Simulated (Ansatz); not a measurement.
**Mo₂C: from a starting cell to a relaxed one**

The start is a generated cell, Mo2C placed in the AFLOW prototype AB2_cF12_225_a_c (C1, as in CaF2). A full variable-cell relaxation at zero pressure is run with PBEsol (plane waves to 420 eV, PAW, scalar-relativistic; Ansatz, a first-principles code). First-step values are on the input's coarse k-mesh.

Ansatz input (later rounds restart from its end on a renewed k-mesh):
Ansatz 0.2 input:
```yaml
crystal:
  lattice:
    - [0, 2.6542425, 2.6542425]
    - [2.6542425, 0, 2.6542425]
    - [2.6542425, 2.6542425, 0]
  atoms:
    - { symbol: C, position: [0, 0, 0] }
    - { symbol: Mo, position: [0.25, 0.25, 0.25] }
    - { symbol: Mo, position: [0.75, 0.75, 0.75] }
basis: { ecutwfc: 420, ecutrho_ratio: 4, xc_grid: 2, fft_grid_basis: typed }
kpoints: { mp_grid: { grid: [8, 8, 8] } }
hamiltonian:
  xc: pbesol
  dispersion: none
  pseudopotentials: { kind: paw }
scf: { occupations: { method: fermi_dirac, width: 0.05 } }
relax: { f_tol: 0.01, max_steps: 100, cell: { stress_tol: 0.02 } }
output: { forces: true, stress: true }
```

Task: How large is the pressure on the unrelaxed cell, and of which sign?

Result: -3 GPa (negative: the cell is under tension).

Task: By how much does the energy per atom fall from start to end?

Result: Under 0.01 eV/atom.

Task: How does the volume change?

Result: -1.1 %, from 12.47 to 12.32 Å³/atom.

Task: How do the shortest distances between atoms change?

Result: The closest pairs of elements (up to four, under 3.6 Å), start → end: C–Mo 2.30 → 2.29 Å; Mo–Mo 2.65 → 2.64 Å.

Task: Is the relaxed structure metallic? Give its gap.

Result: No gap (metallic).

The space group stays Fm-3m (No. 225) (the run could not lower it); the end is AFLOW prototype AB2_cF12_225_a_c (C1, as in CaF2), with 3 atoms in the primitive cell. Final values are on a 15×15×15 k-mesh of the relaxed cell. No spin polarisation in the result.

The run could not lower the symmetry of its start; a shaken copy of this end point relaxes with PBEsol to R-3m (No. 166), 0.74 eV/atom lower.

The relaxed structure here is a generated cell of Mo2C: the first start was made by placing the elements on the sites of a structure type, and the end was not matched to a known phase here, so it may be hypothetical.
